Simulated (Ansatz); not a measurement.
# KTaO$_{3}$: an elastic constant from a strain scan

Level of theory: DFT r2SCAN, scalar-relativistic, plane waves, PAW (Ansatz). The runs took a 500 eV cutoff, a Γ-centred 6×6×6 mesh and Gaussian smearing (0.05 eV). Spin–orbit coupling is left out, which can shift energies with elements as heavy as these. No spin polarisation. Energies are free energies at this smearing, counted from the undisturbed cell; pressure is positive in compression.

The starting cell (as given, not relaxed at this level; it stands at 0.3 GPa):

```yaml
crystal:
  lattice:
    - [3.98830, 0.00000, 0.00000]
    - [0.00000, 3.98830, 0.00000]
    - [0.00000, 0.00000, 3.98830]
  atoms:
    - { symbol: K, position: [0.50000, 0.50000, 0.50000] }
    - { symbol: Ta, position: [0.00000, 0.00000, 0.00000] }
    - { symbol: O, position: [0.50000, 0.00000, 0.00000] }
    - { symbol: O, position: [0.00000, 0.50000, 0.00000] }
    - { symbol: O, position: [0.00000, 0.00000, 0.50000] }
```

The cell is strained by ε times the Voigt pattern (1, 0, 0, 0, 0, 0) (xx, yy, zz, yz, xz, xy; engineering shear) with fractional coordinates fixed. The cell holds 5 atoms in V0 = 63.44 Å³. The stress column is τ = (1/V0) dE/dε, got from the stress tensor σ (compression positive) at each point as −det(1 + εP) σ : P(1 + εP)⁻¹, with P the pattern as a tensor.

```
      ε  ΔE (meV/atom)  τ (GPa)
-0.1000        268.201  -80.422
-0.0750        137.674  -52.541
-0.0500         56.209  -30.652
-0.0250         13.152  -13.558
 0.0000          0.000   -0.296
 0.0250          9.951    9.888
 0.0500         37.528   17.604
 0.0750         78.353   23.339
 0.0875        102.597   25.594
 0.1000              ?        ?
```

Problem. Which combination of elastic constants does this scan measure, and how large is it?

Solution. For small ε, τ = τ0 + Kε with K = pᵀCp, which for this pattern is C11 in the cubic axes. The parabola through τ at ε = -0.0250, 0 and 0.0250 has slope K = 469 GPa at zero. The energies per cell, E = NΔE, of the same two points give K = 2[E(ε₊)/ε₊ − E(ε₋)/ε₋]/[(ε₊ − ε₋)V0] = 467 GPa, in agreement.

Problem. Predict the withheld row at ε = 0.1000 from the harmonic law, and compare.

Solution. ΔE = V0(τ0 ε + Kε²/2)/N = 183.325 meV/atom and τ = 46.60 GPa. The calculation gives 128.906 meV/atom and 27.50 GPa: the energy lies 30 % below the harmonic value, as bonds soften when stretched.

Symmetry holds off the tilts and polar distortions that many cubic perovskites undergo.